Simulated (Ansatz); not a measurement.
Input and command of a calculation in Ansatz (plane waves; scalar-relativistic PAW potentials unless the input names others):

```yaml
crystal:
  lattice:
    - [0.0, 2.7321669939, 2.7321669939]
    - [2.7321669939, 0.0, 2.7321669939]
    - [2.7321669939, 2.7321669939, 0.0]
  atoms:
    - { symbol: Zn, position: [0.0, 0.0, 0.0] }
    - { symbol: S, position: [0.25, 0.25, 0.25] }
basis:
  ecutwfc: 500
  xc_grid: 3
kpoints:
  mp_grid: { grid: [8, 8, 8] }
hamiltonian:
  xc: r2scan
scf:
  occupations: { method: gaussian, width: 0.02 }
  convergence: { dr2_threshold: 1.0e-06 }
output:
  forces: true
  eigenvalues: true
  stress: true
```

```bash
ansatz run input.yaml --threads 1 --pin off --max-ram 2560MiB --backend cpu --events-out ev --progress --plain --runs-dir out
```

Abridged log:
```
Warning: scf.convergence.dr2_threshold = 1e-6 eV is looser than this run's default, which is 1e-7 eV or tighter. The error in the forces grows as the threshold's square root, so leave the key out unless less accurate forces are enough
Warning: output.stress: scf.convergence.dr2_threshold = 1e-6 eV is looser than the 2e-10 eV advised for a printed stress (1e-10 eV for each atom of the cell: 2). ...
Pseudopotentials: kind: paw
Pseudopotential: Zn, paw, valence charge 12, recommended cutoff 500 eV (meta_gga)
Pseudopotential: S, paw, valence charge 6, recommended cutoff 500 eV (meta_gga)
Functional definition: r2SCAN
Crystal: 2 atoms, lattice volume = 40.790 Å³
Basis set: ecut = 500 eV, 1037 PW (Γ), exchange–correlation on 90×90×90 points (27 copies of the dense FFT grid, shifted against one another)
Bands: 13, of which v1, the nominal top of the filled ones, is band 9 counted from 1 (8 counted from 0)
Symmetry: 24 space group operations
Space group: F-43m (ITA 216), of the structure as read, at distance tolerance 3.4e-5 Å
k-points: 29 of 512 (time reversal used)
Initial density: superposition of atomic densities (neutral atoms: chi_scale 0, normalization atom), corrected by the library's trained network
Initial wavefunctions: pseudopotential atomic-orbital guess
Functional: x = r2scan, c = r2scan; τ floored in thin density (d = 2e-4 eV/Å³)
SCF iter   1: F=—  HF=-4233.437809 eV  |F-HF|=—  |Δ(HF+E_count)|=         —  Δρ=1.52e-2  dr2=4.65e-2  dr2_τ=5.72e-3  ethr=1.77e-3  ⟨swp⟩=6.2  Hψ=2404  notcnv=0
SCF iter   2: F=—  HF=-4233.438700 eV  |F-HF|=—  |Δ(HF+E_count)|=   8.91e-4  Δρ=4.35e-3  dr2=8.03e-3  dr2_τ=3.38e-4  ethr=2.58e-4  ⟨swp⟩=2.5  Hψ=979  notcnv=0
SCF iter   3: F=—  HF=-4233.433728 eV  |F-HF|=—  |Δ(HF+E_count)|=   4.97e-3  Δρ=2.88e-3  dr2=1.40e-3  dr2_τ=8.53e-6  ethr=4.46e-5  ⟨swp⟩=2.4  Hψ=741  notcnv=0
SCF iter   4: F=—  HF=-4233.434011 eV  |F-HF|=—  |Δ(HF+E_count)|=   2.83e-4  Δρ=1.93e-4  dr2=2.37e-5  dr2_τ=1.16e-6  ethr=7.80e-6  ⟨swp⟩=2.8  Hψ=901  notcnv=0
SCF iter   5: F=—  HF=-4233.434005 eV  |F-HF|=—  |Δ(HF+E_count)|=   6.44e-6  Δρ=8.41e-5  dr2=2.59e-6  dr2_τ=3.15e-8  ethr=1.32e-7  ⟨swp⟩=2.0  Hψ=470  notcnv=0
SCF iter   6: F=-4233.434004 eV  HF=-4233.434004 eV  |F-HF|=1.01e-8  |Δ(HF+E_count)|=   1.74e-7  Δρ=7.03e-6  dr2=8.82e-9  dr2_τ=1.69e-9  ethr=5.56e-9  ⟨swp⟩=5.8  Hψ=1873  notcnv=0
SCF 1 converged in 6 iterations: F = -4233.434004 eV  dr2 = 8.82e-9
SCF converged after 6 iterations
Free energy (F): -4233.434004 eV
Harris-Foulkes:  -4233.434004 eV  (|F-HF|=1.01e-8)
Internal energy: -4233.434004 eV  (E = F + TS)
E sigma→0 (E₀):  -4233.434004 eV
Fermi energy:    6.338398 eV
--- Forces (eV/Å), atoms counted from 1 ---
  atom   1  Zn     0.00000000     0.00000000     0.00000000
  atom   2  S      0.00000000     0.00000000     0.00000000
--- Stress (GPa, compression-positive) ---
       -2.987425       0.000000       0.000000
        0.000000      -2.987425       0.000000
        0.000000       0.000000      -2.987425
  P = ⅓ Tr σ = -2.9874 GPa (-29.874 kbar)
```

Apart from outputs, empty bands and the relaxation, which only the reference makes, the input differs from a reference run on usual settings in basis.xc_grid: not typed → 3; scf.convergence.dr2_threshold: not typed → 1e-06. The reference, at the same geometry, ended its own course with pressure -2.99 GPa, largest force 0.000 eV/Å, gap on the mesh 2.51 eV. This run converged in 6 SCF iterations with an energy at zero smearing 0.09 meV/atom above the reference's, pressure -2.99 GPa, largest force 0.000 eV/Å, gap on the mesh 2.51 eV.

Time: 3.4 s on 1 thread of Arm Neoverse V2, with other jobs on the host, peak memory 0.35 GiB.